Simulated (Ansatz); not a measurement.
Sheets of one type (MA2Z4 (octahedral core, outer Z over the far inner Z)-type), plane-wave PAW PBE (Ansatz code); HSE06 gaps on those cells.

| layer | a (Å) | thickness (Å) |
|---|---|---|
| MnGe2N4 | 3.044 | 6.98 |
| MnP4Si2 | 3.518 | 8.91 |
| YGe2P4 | 3.768 | 10.03 |
| ZrGe2P4 | 3.712 | 9.71 |
| MnGe2P4 | … | … |

**Question.** Fill in the missing entries.

**Answer.** 
- MnGe2P4, a (Å): 3.611
- MnGe2P4, thickness (Å): 9.12

Spin orders computed, not proven ground states: MnGe2N4, MA2Z4 (octahedral core, outer Z over the far inner Z)-type layer ferromagnetic; MnP4Si2, MA2Z4 (octahedral core, outer Z over the far inner Z)-type layer ferromagnetic; MnGe2P4, MA2Z4 (octahedral core, outer Z over the far inner Z)-type layer ferromagnetic. Began spin-polarised and lost the moments: YGe2P4, MA2Z4 (octahedral core, outer Z over the far inner Z)-type layer. All cells were relaxed under the symmetry of their starts (and spin orders); stability against distortions was not tested throughout. Rows with no word on spin ran without spin polarisation. Scalar-relativistic: spin–orbit coupling is off unless named, which matters more the heavier the elements. Constructed layers (a layer type filled with these elements): MnGe2N4, MA2Z4 (octahedral core, outer Z over the far inner Z)-type layer; MnP4Si2, MA2Z4 (octahedral core, outer Z over the far inner Z)-type layer; YGe2P4, MA2Z4 (octahedral core, outer Z over the far inner Z)-type layer; ZrGe2P4, MA2Z4 (octahedral core, outer Z over the far inner Z)-type layer; MnGe2P4, MA2Z4 (octahedral core, outer Z over the far inner Z)-type layer.

Potentials: the later of the program's two PAW sets.
